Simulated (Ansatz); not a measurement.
In2Se3:
```
In2Se3
1.0
    3.91239     0.00000     0.00000
   -1.95620     3.38823     0.00000
    0.00000     0.00000     9.79805
In Se
2 3
Cartesian
  0.00000   0.00000   4.17895
  0.00000   0.00000   8.08446
  1.95620   1.12941   6.03487
  0.00000   2.25882   2.80946
  1.95620   1.12941   9.51106
```

Relaxed with r²SCAN+D4.

Question: Give the Bader charges and basin volumes of the independent atoms, DFT-r²SCAN+D4 in the program Ansatz with PAW potentials.

Answer: 

```
atom  Bader charge (e)  Bader volume (Å³)
----  ----------------  -----------------
In1              +1.21               17.0
In2              +1.17               18.9
Se3              -0.96               29.6
Se4              -0.72               32.2
Se5              -0.70               32.3
```

Space group P3m1. The start of the workflow was typed in or built on a structure type; neither database checked (COD, Materials Project) lists it. COD files the formula under space group No. 160, 166, 169, 170. Its standing as an ambient phase is unchecked. The cell was relaxed with r²SCAN+D4 under the symmetry of its start; whether a distortion lowers the energy is not shown.

Potentials: the earlier of the program's two PAW sets. The files were generated under PBE; for other functionals the program regenerates the frozen cores, and for LDA and PBEsol the local potential too.
